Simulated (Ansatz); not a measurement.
Given:

GaN:
```
CELL_PARAMETERS angstrom
      0.00000     2.24907     2.24907
      2.24907     0.00000     2.24907
      2.24907     2.24907     0.00000
ATOMIC_POSITIONS crystal
  Ga 0.00000 0.00000 0.00000
  N  0.25000 0.25000 0.25000
```

This is the r²SCAN-relaxed structure.

Question: All from DFT-r²SCAN in the program Ansatz with PAW potentials, unless another level is named. Give the electron effective mass.

Answer: 0.17 mₑ (isotropic).

Question: And the hole effective mass, band 1 of 3 at the edge?

Answer: 0.86 along [100], 5.1 along [110], 1.9 along [111] (mₑ).

Question: Give the formation energy from the elements (no fitted shifts).

Answer: -637 meV/atom.

Question: Predict the valence-band maximum.

Answer: at Γ.

Space group F-43m (zinc blende). Symmetry was held in the r²SCAN relaxation; phonons on a q-mesh show no instability. The references are the lowest solids computed at this level, not always the standard phases (solids in place of the gases). Scalar-relativistic: spin–orbit coupling is off unless named, which matters more the heavier the elements.

Potentials: the earlier of the program's two PAW sets.

Edges and masses are those of Kohn–Sham bands, whose gap is no quasiparticle gap.
